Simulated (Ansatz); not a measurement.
Computed with DFT, LDA (PW92), plane waves (420 eV) with PAW, scalar-relativistic (Ansatz 0.2.0). (PAW data from PBE, frozen cores regenerated.)

An element in the omega (AlB2-type) structure gives this curve. The cell is scaled uniformly from the relaxed one, with fractional coordinates and shape fixed. Energies are extrapolated to zero smearing, pressures are those at the given smearing. Magnetic state: spin not included.

```tsv
V (Å³/atom)	E − E₀ (meV/atom)	P (GPa)
15.822	79.0	13.27
16.541	32.2	7.84
17.260	7.3	3.49
17.979	0.0	-0.03
18.698	6.9	-2.85
19.418	25.3	-5.13
20.137	53.0	-6.95
```

Q: Which element is it?
A. selenium
B. germanium
C. titanium
D. lithium

A: B. Its fit is V₀ = 17.96 Å³/atom, B₀ = 79 GPa, B₀′ = 4.3.
